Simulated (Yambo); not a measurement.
```
CELL_PARAMETERS angstrom
      4.54756     0.00000     0.00000
      0.00000     3.73932     0.00000
     -0.57236     0.00000     6.15901
ATOMIC_POSITIONS crystal
  H  0.70095 0.46097 0.13032
  H  0.29905 0.53903 0.86968
  H  0.29905 0.96097 0.86968
  H  0.70095 0.03903 0.13032
  N  0.72744 0.25000 0.23647
  N  0.27256 0.75000 0.76353
  K  0.22487 0.75000 0.30966
  K  0.77513 0.25000 0.69034
```

KNH₂ (space group P2_1/m, No. 11): mean Im ε in 1 eV windows above the direct gap of 4.22 eV, for different electron-hole kernels (Yambo, broadening 0.15 eV, norm-conserving PBEsol (Quantum ESPRESSO, 84 Ry, without SOC) bands; 4×6×4 mesh, 6 valence and 11 conduction bands, static screening with 54 bands and a 3 Ry block, scissor 2.13 eV, Tamm-Dancoff; field along x).

```json
[
 {"window (eV)": "4.2 to 5.2", "independent quasiparticles": "1.3", "RPA (no attraction)": "1.1", "BSE": "0.9"},
 {"window (eV)": "5.2 to 6.2", "independent quasiparticles": "1.2", "RPA (no attraction)": "1.0", "BSE": "2.2"},
 {"window (eV)": "6.2 to 7.2", "independent quasiparticles": "1.6", "RPA (no attraction)": "1.5", "BSE": "1.7"},
 {"window (eV)": "7.2 to 8.2", "independent quasiparticles": "2.1", "RPA (no attraction)": "1.9", "BSE": "1.4"},
 {"window (eV)": "8.2 to 9.2", "independent quasiparticles": "1.6", "RPA (no attraction)": "1.6", "BSE": "1.5"},
 {"window (eV)": "9.2 to 10.2", "independent quasiparticles": "1.5", "RPA (no attraction)": "1.4", "BSE": "0.8"}
]
```

This run doesn't resolve bound excitons or single peaks, so only averages are given, and they too depend on the mesh; weight that the attraction moves below the gap isn't listed. All transitions below 11.56 eV are in the band window. The scissor comes from a G0W0 run whose convergence isn't established.

Geometry of the Materials Project entry, not relaxed at this level.
